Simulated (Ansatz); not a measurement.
The start is a relaxed TaRu cell with every coordinate shifted by Gaussian noise of σ = 0.3 Å. The structure is fully relaxed (lattice and positions, P = 0) with PBEsol (plane waves to 420 eV, PAW, scalar-relativistic; Ansatz, a quantum-chemistry and plane-wave program). The first steps use a coarse 11×11×10 k-mesh.

The start:
```yaml
crystal:
  lattice:
    - [3.02455, 0.00000, 0.00000]
    - [0.00000, 3.02455, 0.00000]
    - [0.00000, 0.00000, 3.38631]
  atoms:
    - { symbol: Ta, position: [0.46452, 0.36307, 0.58730] }
    - { symbol: Ru, position: [0.03754, 0.99041, 0.98775] }
```

* **Energy released**: 0.60 eV/atom
* **Relative to the parent**: It relaxes back to the parent, P4/mmm (No. 123)
* **Band gap at the end**: no gap (metallic)
* **Optimiser moves**: 8

It ends as:

```cif
data_RuTa
_chemical_formula_sum 'Ta1 Ru1'
_space_group_name_H-M_alt 'P4/mmm'
_space_group_IT_number 123
_space_group_name_Hall '-P 4 2'
_cell_length_a 3.02455
_cell_length_b 3.02455
_cell_length_c 3.38631
_cell_angle_alpha 90.000
_cell_angle_beta 90.000
_cell_angle_gamma 90.000
loop_
_atom_site_label
_atom_site_type_symbol
_atom_site_symmetry_multiplicity
_atom_site_Wyckoff_symbol
_atom_site_fract_x
_atom_site_fract_y
_atom_site_fract_z
_atom_site_occupancy
Ta1 Ta 1 b 0.00000 0.00000 0.50000 1
Ru1 Ru 1 c 0.50000 0.50000 0.00000 1
```

Final values are on a 15×15×14 k-mesh of the relaxed cell. The start holds a very short contact (Ta–Ru 2.19 Å). No spin polarisation in the result.
